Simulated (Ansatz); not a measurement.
The calculation used DFT PBE, scalar-relativistic, plane waves, PAW in Ansatz. Cutoff 420 eV, Γ-centred 12×12×12 mesh (8-atom cell), Gaussian smearing of 0.10 eV, no spin polarisation.

The zero of energy is the elements' standard structures at the same level (N₂ as a molecule); no fitted shifts are applied.

Question: Find a candidate tetragonal metal made of Al, N and Zr, with a formation energy near −1.44 eV/atom and a density near 6.46 g/cm³, in a cell of 8 atoms. Its symmetry should be I4/mmm (No. 139).

Answer: Zr3AlN4, space group I4/mmm (No. 139). Zr on a site of symmetry -4m2 is surrounded by 6 N at 2.24–2.27 Å, 4 Al at 3.18 Å and 8 Zr at 3.18–3.20 Å; Zr on a site of symmetry 4/mmm has 4 N at 2.26 Å, 2 N at 2.45 Å, 8 Zr at 3.18 Å and 4 Al at 3.20 Å; Al is surrounded by 2 N at 2.02 Å, 4 N at 2.26 Å and 12 Zr at 3.18–3.20 Å; N on a site of symmetry mmm has 4 Zr at 2.24–2.26 Å and 2 Al at 2.26 Å; 1 more site not described.

```
Zr Al N
1.0
    -2.26285    2.26285    4.47502
     2.26285   -2.26285    4.47502
     2.26285    2.26285   -4.47502
Zr Al N
3 1 4
Direct
  0.75000 0.25000 0.50000
  0.50000 0.50000 0.00000
  0.25000 0.75000 0.50000
  0.00000 0.00000 0.00000
  0.50000 0.00000 0.50000
  0.22599 0.22599 0.00000
  0.00000 0.50000 0.50000
  0.77401 0.77401 0.00000
```

The volume per atom is 11.46 Å³, the density is 6.46 g/cm³ and the formation energy is −1.44 eV/atom. The gap on the 12×12×12 mesh of the 8-atom cell is 0 eV (a metal).

It was reached by relaxing an invented guess, and it needn't be the stable form of this composition. The answer needn't be unique; the calculation gave this one.

Symmetry constrained the relaxation, so the result can be a saddle point.
